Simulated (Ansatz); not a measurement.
**Al$_{2}$InSb$_{3}$: relaxed-ion elastic tensor**

Computed with DFT PBE, scalar-relativistic, plane waves, PAW in Ansatz 0.2.0. Cutoff 420 eV, 12×12×12 k-points (Γ-centred), fixed occupations. No spin polarisation.

Equilibrium structure at this level:
```xyz
6
Lattice="-2.2453 2.2453 9.5535 2.2453 -2.2453 9.5535 2.2453 2.2453 -9.5535" Properties=species:S:1:pos:R:3 pbc="T T T"
Al    0.0000    0.0000   12.8007
Al    0.0000    0.0000    6.3063
In    0.0000    0.0000    0.0000
Sb    0.0000    2.2453    1.7373
Sb    2.2453    0.0000    4.7768
Sb    0.0000    2.2453    7.8163
```

The structure comes from a generated guess, relaxed at this level; another structure or a mixture of phases may lie lower. Spin–orbit coupling is left out, which matters for heavy elements.

(1) Give the relaxed-ion elastic constants (GPa, Voigt order xx yy zz yz xz xy, on the Cartesian axes of the cell above).

(2) Is the crystal stable against homogeneous strain?

(3) And the moduli of a polycrystal (Hill averages)?

## Answers

(1)
C11 = 83.3, C12 = 18.4, C13 = 32.9, C22 = 83.3, C23 = 32.9, C33 = 67.9, C44 = 32.1, C55 = 32.1, C66 = 17.7 GPa; the others vanish.

(2) Yes: the least eigenvalue of the tensor is 17.7 GPa.

(3) B = 45 GPa, G = 25 GPa, E = 64 GPa, ν = 0.26.
